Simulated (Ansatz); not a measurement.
## Property card for C

C:
```
CELL_PARAMETERS angstrom
      4.58156     1.25789     0.00000
     -4.58156     1.25789     0.00000
     -0.50529     0.00000     4.10288
ATOMIC_POSITIONS crystal
  C  0.44271 0.55729 0.12032
  C  0.22880 0.77120 0.58542
  C  0.28569 0.71431 0.94060
  C  0.05815 0.94185 0.65370
  C  0.55729 0.44271 0.87968
  C  0.77120 0.22880 0.41458
  C  0.71431 0.28569 0.05940
  C  0.94185 0.05815 0.34630
```

Space group C2/m (No. 12); conventional cell a = 9.1631 Å, b = 2.5158 Å, c = 4.1339 Å, α = γ = 90.00°, β = 97.02°.

Method: r²SCAN in the plane-wave PAW code Ansatz. Geometry: relaxed at this level of theory. Other levels are named where they apply.

**Cell and energy**

```json
{
 "volume_per_atom": "5.91 Å³",
 "density": "3.37 g/cm³"
}
```

**Electronic structure**

```json
{
 "band_gap": "3.70 eV (indirect)",
 "valence_band_maximum": "at Γ",
 "conduction_band_minimum": "at M2 (k = 0.500, 0.500, 0.500 in fractions of the reciprocal vectors)",
 "smallest_direct_gap_on_the_standard_path": "4.59 eV",
 "electron_effective_mass": "0.26, 0.43, 2.3 mₑ (principal values)",
 "hole_effective_mass": "0.32, 0.56, 0.71 mₑ (principal values)",
 "HSE06 gap on the r²SCAN cell": "4.71 eV"
}
```

**Mechanics**

```json
{
 "Bulk modulus (Birch–Murnaghan fit)": "416 GPa",
 "Pressure derivative B′": "3.7",
 "Elastic constants (relaxed ions, GPa)": "C11 = 938, C22 = 1140, C33 = 1110, C12 = 56.1, C13 = 167, C23 = 73.0, C44 = 546, C55 = 481, C66 = 417, C15 = 45.5, C25 = -31.1, C35 = 26.4, C46 = -22.0",
 "mechanical_stability": "stable (all eigenvalues of C positive)",
 "hill_bulk_and_shear_moduli": "418 and 477 GPa",
 "Young's modulus": "1040 GPa",
 "Poisson's ratio": "0.09",
 "debye_temperature_from_the_elastic_constants": "2140 K"
}
```

The start of the workflow was typed in or built on a structure type; the Crystallography Open Database copy checked does not list it. It is not the phase usual at ambient conditions (space group No. 194, 227). Symmetry was held in the r²SCAN relaxation; its stability against distortions is not shown here.

Potentials: the later of the program's two PAW sets.
